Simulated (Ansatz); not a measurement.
Input and command of a plane-wave DFT calculation in Ansatz:

```yaml
crystal:
  lattice:
    - [0.0, 2.82877, 2.82877]
    - [2.82877, 0.0, 2.82877]
    - [2.82877, 2.82877, 0.0]
  atoms:
    - { symbol: Ge, position: [0.5, 0.5, 0.5] }
    - { symbol: Ge, position: [0.75, 0.75, 0.75] }
basis:
  ecutwfc: 420
kpoints:
  mp_grid: { grid: [16, 16, 16] }
hamiltonian:
  xc: pbesol
scf:
  occupations: { method: gaussian, width: 0.15 }
output:
  forces: true
  stress: true
  eigenvalues: true
  write_density: true
  write_potential: true
  elf: true
  volumetric_format: npy
```

```bash
ansatz run input.yaml --threads 1 --pin off --max-ram 2560MiB --backend cpu --events-out ev --progress --plain --runs-dir out
```

Processor: Intel(R) Xeon(R) Processor @ 2.70GHz, 1 thread, on a host shared with other jobs.

**Question.** Estimate time, memory and problem size.

**Answer.** About 12 s on 1 thread of Intel(R) Xeon(R) Processor @ 2.70GHz, with other jobs on the host, peak memory 0.4 GiB. It solves 18 bands at 145 k points (the mesh reduced by the symmetry that the task leaves, which can be less than the crystal's) with about 893 plane waves, in 8 SCF iterations.
